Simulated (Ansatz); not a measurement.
AlGaN$_{2}$:
```yaml
crystal:
  lattice:
    - [3.14258, 0.00000, 0.00000]
    - [0.00000, 3.14258, 0.00000]
    - [0.00000, 0.00000, 4.42320]
  atoms:
    - { symbol: Al, position: [0.50000, 0.50000, 0.50000] }
    - { symbol: Ga, position: [0.00000, 0.00000, 0.00000] }
    - { symbol: N, position: [0.50000, 0.00000, 0.73964] }
    - { symbol: N, position: [0.00000, 0.50000, 0.26036] }
```

x, y and z are the axes in which the lattice vectors are written.

Problem. Give the proper piezoelectric stress tensor with relaxed ions from DFT-PBEsol in the program Ansatz with PAW potentials.

Solution. In C/m², rows x, y, z, Voigt columns; mesh uncertainty up to 0.01.
```
 0.00   0.00   0.00   0.00  -0.45   0.00
 0.00   0.00   0.00   0.45   0.00   0.00
-0.50   0.50   0.00   0.00   0.00   0.00
```

The elastic tensor of the same run (GPa):

```
      1     2    3    4    5     6
-  ----  ----  ---  ---  ---  ----
1   382  52.4  153  0.0  0.0   0.0
2  52.4   382  153  0.0  0.0   0.0
3   153   153  274  0.0  0.0   0.0
4   0.0   0.0  0.0  162  0.0   0.0
5   0.0   0.0  0.0  0.0  162   0.0
6   0.0   0.0  0.0  0.0  0.0  64.1
```

Problem. Convert to strain constants d = e·S.

Solution. In pC/N:
```
 0.0   0.0   0.0   0.0  -2.8   0.0
 0.0   0.0   0.0   2.8   0.0   0.0
-1.5   1.5   0.0   0.0   0.0   0.0
```

Space group P-4m2. The workflow started from a Materials Project entry (that database holds measured and hypothetical structures alike); the Crystallography Open Database copy checked does not list it. With Al and Ga taken as one species the cell has the higher symmetry F-43m, so it may be an ordered model of a mixed-site phase. Whether it is the stable phase at ambient conditions was not checked. The PBEsol relaxation kept the symmetry of its start; its stability against distortions is not shown here.

Potentials: the later of the program's two PAW sets.
